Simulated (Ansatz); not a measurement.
## From a trial cell to the properties of Ni (fcc)

**What was measured.** A measured cell of cubic Ni (space group Fm-3m) at 293 K, from the Crystallography Open Database (1988, doi:10.1007/BF01174717), has a = 3.524 Å and 10.94 Å³/atom.

The computed numbers are results of PBEsol, scalar-relativistic (collinear spin) in the plane-wave PAW code Ansatz at 420 eV, 20×20×20 k-mesh, Gaussian smearing of 0.05 eV; PAW files: Ansatz's generated set soft_2.

Starting cell, 0 % under the database's volume:

```yaml
crystal:
  lattice:
    - [0.00000, 1.76000, 1.76000]
    - [1.76000, 0.00000, 1.76000]
    - [1.76000, 1.76000, 0.00000]
  atoms:
    - { symbol: Ni, position: [0.00000, 0.00000, 0.00000] }
```

Starting moments (μB, in the order of the atoms): 0.8.

The first steps of the search for zero pressure:

```
run   level    k-mesh        kind  V (Å³/atom)  P (GPa)  gap on the mesh (eV)  largest moment (μB)
  1  PBEsol  20×20×20  fixed cell        10.90    -10.1                 metal                 0.68
```

Q: At which volume does PBEsol reach zero pressure?

A: 10.38 Å³/atom, about 4.8 % under the start.

The steps that followed:

```
run   level    k-mesh        kind  V (Å³/atom)  P (GPa)  E − E(final) (meV/atom)  gap on the mesh (eV)  largest moment (μB)
  2  PBEsol  20×20×20  fixed cell        10.17      5.0                      3.2                 metal                 0.67
  3  PBEsol  20×20×20  fixed cell        10.38      0.0                      0.0                 metal                 0.67
```

The cell is relaxed to zero pressure at this level.

The final structure (symmetry read at 0.01 Å). Symmetry: Fm-3m, No. 225, cubic system. The conventional cell has a = 3.463 Å, b = 3.463 Å, c = 3.463 Å, α = 90.00°, β = 90.00°, γ = 90.00°. Ni (site symmetry m-3m) is surrounded by 12 Ni at 2.45 Å. (Neighbours are counted to 15 % beyond the shortest distance.)

- Among 5 magnetic starts the lowest energy, to 0.5 meV/atom, came from: ferromagnetic; antiferromagnetic, doubled cell, propagation vector (0, 0, 1/2); antiferromagnetic, doubled cell, propagation vector (0, 1/2, 1/2); small parallel starting moments. The next state (no spin polarisation) lies 53.8 meV/atom higher.
- At the final geometry the gap, band path included, is zero (metallic) and the site spin moments are Ni 0.67 μB.
- The runs in the table took roughly 0.8 core-minutes.

**Comparison.** The computed cell (3.463 Å, 10.38 Å³/atom) differs from the database's by −5.1 % in volume, about −1.7 % in length. That is a large miss for PBEsol, or the entry is off.

The run wasn't fully tested for a lower electronic state. Site moments are of spin, integrated over atomic spheres.
